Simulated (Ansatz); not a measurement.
# Ge: stationary points along a deformation path

Computed with Ansatz 0.2.0, DFT r2SCAN, scalar-relativistic, plane waves, PAW. Cutoff 500 eV, Γ-centred 26×26×26 k-points, Gaussian smearing of 0.15 eV. No spin polarisation. Energies are free energies at this smearing, counted from the undisturbed cell; pressure is positive in compression.

The undisturbed cell (relaxed at this level; this form isn't the usual structure):

```xyz
2
Lattice="-2.5735 2.5735 1.4091 2.5735 -2.5735 1.4091 2.5735 2.5735 -1.4091" Properties=species:S:1:pos:R:3 pbc="T T T"
Ge    2.5735    0.0000    0.7045
Ge    0.0000    0.0000    1.4091
```

At fixed volume and fractional coordinates, lengths along (0.000, 0.000, 1.000) are scaled against those across it; ρ is that ratio over its starting value. V = 18.664 Å³/atom. Δσ is the stress along the axis less the mean stress across it (compression positive).

| ρ | ΔE (meV/atom) | Δσ (GPa) | space group |
| --- | --- | --- | --- |
| 0.850 | 104.8 | 18.06 | I4_1/amd |
| 0.920 | 26.4 | 7.92 | I4_1/amd |
| 1.000 | 0.0 | 0.58 | I4_1/amd |
| 1.100 | 13.8 | -3.96 | I4_1/amd |
| 1.200 | 49.3 | -6.22 | I4_1/amd |

Q: How does the stress give the slope of the energy, and where is the energy stationary?

A: Along the path d ln(length) is 2/3 d ln ρ on the axis and −1/3 d ln ρ across it, so dE/d ln ρ = −(2/3) V Δσ: the energy falls with ρ where Δσ is positive. Δσ vanishes or changes sign between ρ = 1.000 and 1.100, a minimum (near 1.01 by linear interpolation). Pairs of stationary points between two samples would go unseen, and could change a minimum read from distant neighbours into a maximum.

Q: Integrate that slope from ρ = 1 to 1.200 by the trapezoid rule.

A: With V/N in Å³ and 1 eV/Å³ = 160.2 GPa the slopes at ρ = 1.000, 1.100, 1.200 are -45, 308, 483 meV/atom per unit of ln ρ. The steps add 12.5 + 34.4 = 46.9 meV/atom, against 49.3 from the energies; the trapezoid rule misses the curvature of the slope within each step.

In a metal these slopes depend on the k mesh and the smearing.

Cost: 5 runs of about 14 core-minutes in all, on Intel Xeon Processor @ 2.50GHz (Skylake/Cascade Lake) (shared hosts).